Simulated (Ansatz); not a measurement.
Method: DFT PBE, scalar-relativistic, plane waves, PAW, and for the lanthanide a 4f-in-core norm-conserving potential, in Ansatz. The screen uses 660 eV, coarse Γ-centred meshes (up to 0.6 Å⁻¹ on the start cell), Gaussian smearing of 0.2 eV, tolerances of 0.08 eV/Å and 0.8 GPa and 16 steps at most, with the symmetry of each start kept. No spin polarisation. Energies are free energies per atom, good to about 0.1 eV/atom between metallic cells, end volumes are rough, and groups of ends are read at 0.1 Å.

Two unrelaxed guesses for NdHf:

A.

```
CELL_PARAMETERS angstrom
3.28912 0.00000 0.00000
-1.64456 2.84846 0.00000
0.00000 0.00000 6.30315
ATOMIC_POSITIONS crystal
Nd 0.00000 0.00000 0.54822
Hf 0.66667 0.33333 0.29508
```

B.

```
CELL_PARAMETERS angstrom
2.62314 -2.70251 0.00000
2.62314 2.70251 0.00000
0.00000 0.00000 3.77172
ATOMIC_POSITIONS crystal
Nd 0.50000 0.50000 0.00000
Hf 0.00000 0.00000 0.00000
```

**Question.** Does the order of the two change on relaxation?

**Answer.** As given, B is lower by 0.78 eV/atom. Relaxed, A is lower by 0.69 eV/atom, so the order turns round. A goes from P3m1 at 29.5 Å³/atom to P-6m2 at 27.7 Å³/atom and gains 2.38 eV/atom. B goes from Cmmm at 26.7 Å³/atom to P4/mmm at 28.9 Å³/atom and gains 0.91 eV/atom. The closest pair in A goes from Nd–Hf at 2.48 Å to Nd–Hf at 3.38 Å. The closest pair in B goes from Nd–Hf at 2.62 Å to Hf–Hf and Nd–Nd at 3.04 Å. At the end: counting all near atoms (those within 1.25 times the shortest distance at each site), A has Nd 12, Hf 12 and B has Nd 6, Hf 6.

Spin–orbit coupling, which can matter for Hf, is left out.

The lanthanide is trivalent by construction, without f bands, f moments or other valences.
